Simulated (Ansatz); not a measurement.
Relaxed-ion elastic tensor of InP (zinc blende, F-43m) in GPa (Voigt order), DFT-PBEsol in the program Ansatz with PAW potentials; density 4.77 g/cm³, 25.39 Å³ per atom.

```csv
,1,2,3,4,5,6
1,94.9,52.9,52.9,0.0,0.0,0.0
2,52.9,94.9,52.9,0.0,0.0,0.0
3,52.9,52.9,94.9,0.0,0.0,0.0
4,0.0,0.0,0.0,43.2,0.0,0.0
5,0.0,0.0,0.0,0.0,43.2,0.0
6,0.0,0.0,0.0,0.0,0.0,43.2
```

Problem. Is the crystal mechanically stable?

Solution. Yes: the smallest eigenvalue of C is 42.0 GPa.

Problem. Work out the Voigt, Reuss and Hill averages.

Solution. K_V = 66.9, K_R = 66.9, K_H = 66.9; G_V = 34.3, G_R = 30.3, G_H = 32.3 GPa.

Problem. Give Young's modulus, Poisson's ratio, Pugh's ratio and the universal anisotropy index.

Solution. E = 9KG/(3K + G) = 83.5 GPa; ν = 0.29; K/G = 2.07 (ductile by the Pugh limit of 1.75); A_U = 5G_V/G_R + K_V/K_R − 6 = 0.65.

Problem. Estimate the sound speeds and the Debye temperature.

Solution. v_l = √((K + 4G/3)/ρ) = 4800 m/s, v_t = √(G/ρ) = 2600 m/s, mean 2910 m/s; Θ = (h/k)(3n/4πV)^(1/3) v_m = 294 K.

Problem. Give the Zener ratio and Young's modulus along [100], [110] and [111].

Solution. A = 2C44/(C11 − C12) = 2.06; 1/E = S11 − 2(S11 − S12 − S44/2)Γ with Γ = 0, 1/4, 1/3 gives 57.0, 87.6, 107 GPa.

Problem. Solve the Christoffel equation for the three sound speeds along [100], [110], [111].

Solution. Eigenvalues of C_ijkl n_j n_l equal ρv² (piezoelectric stiffening left out). In km/s, slowest first: [100] 3.01, 3.01, 4.46; [110] 2.10, 3.01, 4.96; [111] 2.44, 2.44, 5.11.

The cell was relaxed with PBEsol under the symmetry of its start.

Potentials: the later of the program's two PAW sets.
